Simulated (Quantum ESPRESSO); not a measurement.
## One change at a time to CuTi6V

These are calculations, not measurements. They come from Quantum ESPRESSO 7.5, a public plane-wave density functional program. Each row is one single-point run on a made-up periodic cell of eight metal atoms, with elements, volume, strain and displacements drawn at random and not relaxed, so a cell may be unstable or far from any real phase. There is no spin polarisation or spin-orbit coupling.

Settings: PBE unless stated; PseudoDojo standard norm-conserving files; Fermi-Dirac width 0.25 eV, which means electrons at about 2900 K; cutoff 1252 eV; 8 x 5 x 3 k mesh shifted half a step off Gamma. E is the free energy of the whole cell (internal energy minus TS), so a -TS column is already part of it. Stress is positive in tension, and the pressure P is minus a third of its trace.

Checks: one run of this series was repeated at a higher cutoff and on a denser mesh, which moved values by no more than 0.002 eV, 0.02 GPa and 0.003 eV/Å, and a second program with other atomic files agreed on it to 2 % rms in force and 0.5 GPa in pressure. Known limits: the copper pseudopotential is less sure than most, with forces differing by about three percent and pressure by about two GPa from a second method on plain copper; a spin test at this wide smearing found no moment, but such smearing suppresses magnetism that the real alloy may have.

The lattice is face-centred cubic, and the cell vectors in Å are (-0.004, 1.986, 1.952); (0.036, 3.974, -3.906); (-7.661, -2.016, 1.997), a volume of 118.58 Å³ in run 1. The elements on sites 1 to 8 are Ti Ti Ti Cu V Ti Ti Ti. Each later run makes one change to run 1 and keeps the rest. E is counted from run 1, and is n/a where other atomic files have another zero of energy.

```
run,change,V (Å³),P (GPa),-TS (eV),rms force (eV/Å),largest change of a force component (eV/Å),E (eV)
1,none,118.58,14.01,-2.222,0.420,0.000,0.000
2,sites 4 and 6 exchanged,118.58,14.32,-2.221,0.414,0.983,-0.040
3,all lengths scaled by +1.27 %,123.15,8.35,-2.313,0.380,0.073,-0.317
4,LDA in place of PBE,118.58,2.87,-2.244,0.385,0.125,n/a
5,Al on site 6,118.58,11.82,-1.946,0.434,0.489,n/a
6,site 5 moved by -0.17 Å along z,118.58,14.55,-2.208,0.499,0.734,?
```

## Worked estimate

Along the move dE = -F dx. The force on site 5 along z is 0.284 eV/Å in run 1 and 1.018 eV/Å in run 6, and the move is -0.17 Å, so the mean force times the move gives an estimate.

## Withheld value

Question: what E should run 6 give?

The estimate is 0.111 eV. The calculation gave 0.111 eV.
